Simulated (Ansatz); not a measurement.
The start is a generated trial cell of CeO2 in the beta-tridymite structure type. Cell shape, volume and atoms are optimised at zero target pressure with r2SCAN (plane waves to 500 eV, PAW, scalar-relativistic; Ansatz, a first-principles code). The first steps use a coarse 4×4×2 k-mesh.

Initial structure:
```
CELL_PARAMETERS angstrom
      6.61772     0.00000     0.00000
     -3.30886     5.73111     0.00000
      0.00000     0.00000    10.83304
ATOMIC_POSITIONS crystal
  Ce 0.33333 0.66667 0.06200
  Ce 0.66667 0.33333 0.56200
  Ce 0.66667 0.33333 0.93800
  Ce 0.33333 0.66667 0.43800
  O  0.33333 0.66667 0.25000
  O  0.66667 0.33333 0.75000
  O  0.50000 0.00000 0.00000
  O  0.50000 0.50000 0.50000
  O  0.00000 0.50000 0.00000
  O  0.50000 0.00000 0.50000
  O  0.50000 0.50000 0.00000
  O  0.00000 0.50000 0.50000
```
Spin-polarised start, with parallel moments on Ce.

How large is the pressure on the unrelaxed cell, and of which sign?

+8.1 GPa (positive: the cell is compressed).

Which atoms feel the largest initial force, and how large is it?

0.27 eV/Å, on Ce1, Ce2, Ce3, Ce4 (atoms numbered as listed).

How much energy is released per atom?

0.10 eV/atom.

How does the volume per atom move from start to end?

+12.3 %, from 34.24 to 38.45 Å³/atom.

How do the shortest distances between atoms change?

The closest pairs of elements (up to four, under 3.6 Å), start → end: Ce–O 2.03 → 2.11 Å; O–O 3.31 → 3.44 Å.

Is the relaxed structure metallic? Give its gap.

2.05 eV, direct at Γ (no spin-orbit coupling).

What magnetic moments remain?

Zero (the starting moments vanished).

The space group stays P6₃/mmc (No. 194) (the run could not lower it); the end is AFLOW prototype A2B_hP12_194_cg_f (C10, as in SiO2), with 12 atoms in the primitive cell. Final values are on a 5×5×3 k-mesh of the relaxed cell. No spin polarisation in the result: the starting moments vanished. No Hubbard U is applied. The 4f state was not searched, so a lower electronic state may exist.

The run could not lose the symmetry of its start.

The first start was generated by placing the elements on the sites of a structure type. Materials Project lists a structure of CeO2 in the same space group, P6₃/mmc (No. 194); the sites were not compared with it, nor with measured phases. Known forms of CeO2 include space group No. 225.
